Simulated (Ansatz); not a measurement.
MgCd$_{3}$ (space group P6_3/mmc)

```xyz
8
Lattice="6.2646 0.0000 0.0000 -3.1323 5.4253 0.0000 0.0000 0.0000 4.9438" Properties=species:S:1:pos:R:3 pbc="T T T"
Mg     3.1323     1.8084     3.7079
Mg     0.0000     3.6168     1.2360
Cd     1.5622     4.5188     3.7079
Cd     1.5701     0.9065     1.2360
Cd     3.1323     3.6123     1.2360
Cd     0.0000     1.8130     3.7079
Cd    -1.5622     4.5188     3.7079
Cd     4.6944     0.9065     1.2360
```

Equation-of-state scan: isotropic scaling of the cell above, V₀ being its volume. The atoms relax within the cell's symmetry.

Level of theory: r2SCAN (plane waves to 500 eV, PAW, scalar-relativistic; Ansatz, a quantum-chemistry and plane-wave program). k mesh 9×9×10 (Γ-centred), Fermi-Dirac smearing 0.05 eV. E stands for the smeared free energy. Compression counts positive. With the shape held, the modulus is that of even scaling; a crystal free to change shape is softer. MgCd3 was relaxed with its symmetry unable to fall. The zero of ΔE is the relaxed starting cell. The last digit holds for this mesh only.

| V (Å³/atom) | ΔE (meV/atom) |
|---|---|
| 17.643 | 130.2 |
| 18.483 | 66.6 |
| 19.323 | withheld |
| 20.163 | 6.2 |
| 21.003 | 0.0 |
| 21.843 | 5.2 |
| 22.684 | 19.4 |
| 23.524 | 40.4 |
| 24.364 | 66.7 |

Fit a third-order Birch-Murnaghan form (E₀, V₀, B₀, B₀′ free) to the given rows and predict ΔE at V = 19.323.

Least squares on the 8 given rows: ΔE = E₀ + (9V₀B₀/16)·y²·[2 + (B₀′ − 4)y], y = (V₀/V)^(2/3) − 1, with V₀ = 21.004 Å³/atom, B₀ = 54.06 GPa (160.2 GPa = 1 eV/Å³; the term in eV is multiplied by 1000), B₀′ = 5.20, E₀ = 0.03 meV/atom; root-mean-square residual 0.05 meV/atom. At 19.323 the fit gives 27.0 meV/atom; the calculation gives 27.0 meV/atom, the same to the digits shown. For the pressure the fit gives 5.6 GPa against the computed 5.6 GPa.

(Under strain, the slope of the energy per volume gives the stress and its curvature an elastic modulus.)
